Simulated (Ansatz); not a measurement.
The relaxed structure here is a generated cell of Zn: the first start was made by a random draw of sites in a space group, and the end was not matched to a known phase here, so it may be hypothetical. Known forms of Zn include space group No. 194.

A relaxed cell of Zn (P6/mmm (No. 191)), relaxed on a k-mesh at least as fine as the one used below. Method: PBEsol (plane waves to 420 eV, PAW, scalar-relativistic; Ansatz, an electronic-structure program). Γ-centred k-mesh 4×8×11 on the run's cell (coarser than for final values), Fermi–Dirac smearing 0.05 eV.

```
CELL_PARAMETERS angstrom
      9.85214     0.00000     0.00000
     -2.46303     4.26610     0.00000
      0.00000     0.00000     2.86187
ATOMIC_POSITIONS crystal
  Zn 0.00000 0.00000 0.50000
  Zn 0.50000 0.00000 0.50000
  Zn 0.25000 0.00000 0.00000
  Zn 0.75000 0.00000 0.00000
  Zn 0.00000 0.50000 0.00000
  Zn 0.50000 0.50000 0.00000
  Zn 0.25000 0.50000 0.00000
  Zn 0.75000 0.50000 0.00000
```

The atoms are displaced by (Å):

```tsv
atom	ux	uy	uz
Zn1	-0.132	-0.034	0.052
Zn2	-0.017	-0.003	-0.050
Zn3	-0.013	-0.071	-0.104
Zn4	-0.107	0.078	0.134
Zn5	-0.028	-0.034	-0.092
Zn6	0.032	-0.014	0.089
Zn7	0.036	0.046	0.086
Zn8	-0.076	-0.014	0.131
```

Problem. What forces (eV/Å) and pressure result?

Solution. 
```json
[
 {"atom": "Zn1", "Fx": "0.21", "Fy": "0.03", "Fz": "0.03"},
 {"atom": "Zn2", "Fx": "-0.07", "Fy": "-0.04", "Fz": "0.08"},
 {"atom": "Zn3", "Fx": "-0.23", "Fy": "0.71", "Fz": "-0.07"},
 {"atom": "Zn4", "Fx": "0.31", "Fy": "-0.73", "Fz": "0.03"},
 {"atom": "Zn5", "Fx": "0.07", "Fy": "0.13", "Fz": "-0.03"},
 {"atom": "Zn6", "Fx": "-0.59", "Fy": "-0.15", "Fz": "-0.02"},
 {"atom": "Zn7", "Fx": "0.00", "Fy": "-0.54", "Fz": "-0.01"},
 {"atom": "Zn8", "Fx": "0.31", "Fy": "0.58", "Fz": "0.00"}
]
```

Pressure +0.5 GPa.

The undisplaced cell is probably no minimum: from this displacement the run went on to P-1 (No. 2) at a tolerance of 0.01 Å, C2/m (No. 12) at 0.1 Å, 0.10 eV/atom below it.

No spin polarisation in the result.
